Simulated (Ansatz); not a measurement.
**WSe2 (P-6m2), stationary points along a deformation path**

The calculation used DFT r2SCAN, scalar-relativistic, plane waves, PAW in Ansatz. Settings: plane waves to 500 eV, k-mesh 12×12×2 (Γ-centred), Gaussian smearing 0.05 eV. Spin–orbit coupling is left out, which matters for the heavy elements here. No spin polarisation. Energies are free energies at this smearing, counted from the undisturbed cell; pressure is positive in compression.

Zero of the scan (as given, not relaxed at this level; it stands at -0.2 GPa; this form isn't the usual structure):

```yaml
crystal:
  lattice:
    - [3.31794, 0.00000, 0.00000]
    - [-1.65897, 2.87342, 0.00000]
    - [0.00000, 0.00000, 16.65814]
  atoms:
    - { symbol: W, position: [0.00000, 0.00000, 0.00000] }
    - { symbol: Se, position: [0.33333, 0.66667, 0.09979] }
    - { symbol: Se, position: [0.33333, 0.66667, 0.90021] }
```

The cell holds layers and no dispersion correction was added, so their binding is poorly described.

At fixed volume and fractional coordinates, lengths along (0.000, 0.000, 1.000) are scaled against those across it; ρ is that ratio over its starting value. V = 52.939 Å³/atom. Δσ is the stress along the axis less the mean stress across it (compression positive).

| ρ | ΔE (meV/atom) | Δσ (GPa) | space group |
| --- | --- | --- | --- |
| 0.800 | 305.4 | 11.78 | P-6m2 |
| 0.850 | 165.9 | 9.08 | P-6m2 |
| 0.920 | 44.4 | 4.79 | P-6m2 |
| 0.960 | 10.8 | 2.38 | P-6m2 |
| 1.000 | 0.0 | 0.00 | P-6m2 |
| 1.050 | 15.8 | -2.96 | P-6m2 |
| 1.100 | 61.2 | -5.92 | P-6m2 |
| 1.200 | 230.2 | -11.79 | P-6m2 |
| 1.300 | 488.0 | -17.34 | P-6m2 |

Problem. How does the stress give the slope of the energy, and where is the energy stationary?

Solution. Along the path d ln(length) is 2/3 d ln ρ on the axis and −1/3 d ln ρ across it, so dE/d ln ρ = −(2/3) V Δσ: the energy falls with ρ where Δσ is positive. Δσ vanishes or changes sign at ρ = 1.000 (P-6m2), a minimum at 0.0 meV/atom. Pairs of stationary points between two samples would go unseen, and could change a minimum read from distant neighbours into a maximum.

Problem. Integrate that slope from ρ = 1 to 0.850 by the trapezoid rule.

Solution. With V/N in Å³ and 1 eV/Å³ = 160.2 GPa the slopes at ρ = 1.000, 0.960, 0.920, 0.850 are 0, -525, -1056, -2001 meV/atom per unit of ln ρ. The steps add 10.7 + 33.6 + 121.0 = 165.3 meV/atom, against 165.9 from the energies; the trapezoid rule misses the curvature of the slope within each step.

Forces appear on the atoms along this scan, and letting them relax would lower the energy and soften the response. The gap closes along the scan, which can put kinks into the curve.